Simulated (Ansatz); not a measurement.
Ni (fcc, Cu type)

```xyz
1
Lattice="0.0000 1.7391 1.7391 1.7391 0.0000 1.7391 1.7391 1.7391 0.0000" Properties=species:S:1:pos:R:3 pbc="T T T"
Ni     0.0000     0.0000     0.0000
```

The volume is varied about the relaxed value V₀ at fixed cell shape. Symmetry pins the atoms to their sites.

The numbers are results of r2SCAN (plane waves to 500 eV, PAW, scalar-relativistic; Ansatz, a quantum-chemistry and plane-wave program), not measurements. k mesh 23×23×23 (Γ-centred), Fermi-Dirac smearing 0.05 eV. Stress and pressure are positive under compression. Ni was relaxed with its symmetry unable to fall. Relaxed Ni ends ferromagnetic. Other magnetic orders were not checked, so this need not be the ground state.

At one point of the scan the stress tensor (GPa) is:

```
   29.9      0.0      0.0
    0.0     29.9      0.0
    0.0      0.0     29.9
```

Q: Which point is it?
A) V/V₀ = 0.960
B) V/V₀ = 0.900
C) V/V₀ = 0.980
D) V/V₀ = 0.940

A: B, V/V₀ = 0.900

(A scan under strain: stresses follow from slopes of the energy per volume, elastic moduli from its curvatures.)
